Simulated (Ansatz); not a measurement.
Relaxed-ion elastic tensor of BaTe (rock salt, space group No. 225) in GPa (Voigt order), PBE in the plane-wave PAW code Ansatz; density 4.99 g/cm³, 44.07 Å³ per atom.

```tsv
	1	2	3	4	5	6
1	66.8	9.6	9.6	0.0	0.0	0.0
2	9.6	66.8	9.6	0.0	0.0	0.0
3	9.6	9.6	66.8	0.0	0.0	0.0
4	0.0	0.0	0.0	11.3	0.0	0.0
5	0.0	0.0	0.0	0.0	11.3	0.0
6	0.0	0.0	0.0	0.0	0.0	11.3
```

Question: Is the crystal mechanically stable?

Answer: Yes: the smallest eigenvalue of C is 11.3 GPa.

Question: Work out the Voigt, Reuss and Hill averages.

Answer: K_V = 28.6, K_R = 28.6, K_H = 28.6; G_V = 18.2, G_R = 14.9, G_H = 16.5 GPa.

Question: Give Young's modulus, Poisson's ratio, Pugh's ratio and the universal anisotropy index.

Answer: E = 9KG/(3K + G) = 41.6 GPa; ν = 0.26; K/G = 1.73 (near the Pugh limit of 1.75, no verdict); A_U = 5G_V/G_R + K_V/K_R − 6 = 1.12.

Question: Estimate the sound speeds and the Debye temperature.

Answer: v_l = √((K + 4G/3)/ρ) = 3190 m/s, v_t = √(G/ρ) = 1820 m/s, mean 2020 m/s; Θ = (h/k)(3n/4πV)^(1/3) v_m = 170 K.

Question: Give the Zener ratio and Young's modulus along [100], [110] and [111].

Answer: A = 2C44/(C11 − C12) = 0.39; 1/E = S11 − 2(S11 − S12 − S44/2)Γ with Γ = 0, 1/4, 1/3 gives 64.4, 34.5, 29.9 GPa.

Space group Fm-3m (rock salt). The PBE relaxation kept the symmetry of its start; of distortions, only those at the zone centre were tested. Spin–orbit coupling is left out wherever it is not named.

Potentials: the later of the program's two PAW sets.
